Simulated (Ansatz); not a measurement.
This cell of CaPbF6 (space group Fm-3m) is off equilibrium:

```xyz
8
Lattice="0.0000 4.2455 4.2455 4.2455 0.0000 4.2455 4.2455 4.2455 0.0000" Properties=species:S:1:pos:R:3 pbc="T T T"
Ca     4.2455     4.2455     4.2455
Pb     0.0000     0.0000     0.0000
F      4.2455     4.0163     6.4380
F      4.2455     4.4747     2.0530
F      6.4380     4.2455     4.2455
F      2.0530     4.2455     4.2455
F      4.2455     6.4380     4.4747
F      4.2455     2.0530     4.0163
```

These are LDA (plane waves to 420 eV, PAW, scalar-relativistic; Ansatz, an electronic-structure program) values and carry that method's errors. k mesh 7×7×7 (Γ-centred), fixed occupations. Compression counts positive. CaPbF6 was relaxed with its symmetry unable to fall. Spin-orbit coupling is left out, though Pb is heavy.

Task: What forces act on the atoms (eV/Å, Cartesian)?

Result: 
```csv
atom,Fx,Fy,Fz
Ca1,0.000,0.000,0.000
Pb2,0.000,0.000,0.000
F3,0.000,0.014,0.127
F4,0.000,-0.014,-0.127
F5,0.023,0.000,0.000
F6,-0.023,0.000,0.000
F7,0.000,0.127,-0.014
F8,0.000,-0.127,0.014
```

Task: What is the stress tensor (GPa)?

Result: 
```
  -0.12     0.00     0.00
   0.00    -1.22     0.00
   0.00     0.00    -1.22
```
The pressure, a third of the trace, is -0.85 GPa.

(A displaced cell: forces are minus the slopes of the energy, force constants its curvatures, and phonons follow from these.)
